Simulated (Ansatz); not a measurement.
# Zone-centre modes in Si2Ni

Method: DFT PBE, scalar-relativistic, plane waves, PAW (Ansatz 0.2.0). The runs took a 420 eV cutoff, a Γ-centred 12×12×14 mesh and Gaussian smearing (0.15 eV). No spin polarisation. A magnetic state may lie lower.

Reference structure (relaxed at this level):

```
Si Ni
1.0
     0.00000   -2.72341   -2.72341
    -2.72341    0.00000   -2.72341
     2.72341    2.72341   -5.44683
Si Ni
4 2
Cartesian
  1.3617 1.3617 -4.0851
  -1.3617 -1.3617 -4.0851
  1.3617 1.3617 -6.8085
  -1.3617 -1.3617 -6.8085
  0.0000 0.0000 -5.4468
  0.0000 0.0000 0.0000
```

Harmonic modes by finite displacements of 0.02 Å, without the LO–TO term. The cell doubles the primitive one, so its zone centre also holds the primitive cell's point q = (0, 0, 1/2).

(1) At this geometry, is the structure stable against these modes?

(2) List the wavenumbers in cm⁻¹.

## Answers

(1) Yes: no mode is imaginary beyond 10 cm⁻¹, and only the three translations lie near zero.

(2) 0, 0, 0, 96, 96, 253, 284, 284, 296, 296, 296, 310, 311, 311, 332, 332, 333, 374.

Cost: 1 run of about 18 core-minutes, on Intel Xeon Processor @ 2.70GHz (shared hosts).